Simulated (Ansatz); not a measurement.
## Notes on a calculation: Ca (fcc)

**The experiment.** The Crystallography Open Database holds a measured cell of cubic Ca (space group Fm-3m) at 299.15 K (1959, doi:10.1107/S0365110X59001268): a = 5.588 Å, 43.63 Å³/atom.

Computed with Ansatz (plane waves, PAW, 420 eV cutoff): PBEsol, scalar-relativistic, no spin polarisation, Γ-centred 14×14×14 mesh, 0.05 eV Gaussian smearing; PAW files: Ansatz's generated set soft_2.

Starting cell, 0 % under the database's volume:

```
CELL_PARAMETERS angstrom
0.00000 2.79000 2.79000
2.79000 0.00000 2.79000
2.79000 2.79000 0.00000
ATOMIC_POSITIONS crystal
Ca 0.00000 0.00000 0.00000
```

The first steps of the search for zero pressure:

```tsv
run	level	k-mesh	kind	V (Å³/atom)	P (GPa)	gap on the mesh (eV)
1	PBEsol	14×14×14	fixed cell	43.44	-1.1	metal
2	PBEsol	14×14×14	fixed cell	43.12	-1.0	metal
```

(1) At which volume does PBEsol reach zero pressure?

Answer:

(1) 40.66 Å³/atom, about 6.4 % under the start.

The steps that followed:

```tsv
run	level	k-mesh	kind	V (Å³/atom)	P (GPa)	E − E(final) (meV/atom)	gap on the mesh (eV)
3	PBEsol	14×14×14	fixed cell	40.66	0.0	0.0	metal
```

The cell is relaxed to zero pressure at this level.

The final structure (symmetry read at 0.01 Å). The structure is cubic, space group Fm-3m (No. 225). The conventional cell has a = 5.458 Å, b = 5.458 Å, c = 5.458 Å, α = 90.00°, β = 90.00°, γ = 90.00°. Ca (site symmetry m-3m) is surrounded by 12 Ca at 3.86 Å. (Shells end 15 % past the nearest neighbour.)

```csv
atom,site,symmetry,x,y,z
Ca,4a,m-3m,0.0000,0.0000,0.0000
```

At the final geometry the gap, band path included, is zero (metallic). 

**Comparison.** The computed cell (5.458 Å, 40.66 Å³/atom) differs from the database's by −6.8 % in volume, about −2.3 % in length. That is a large miss for PBEsol, or the entry is off.
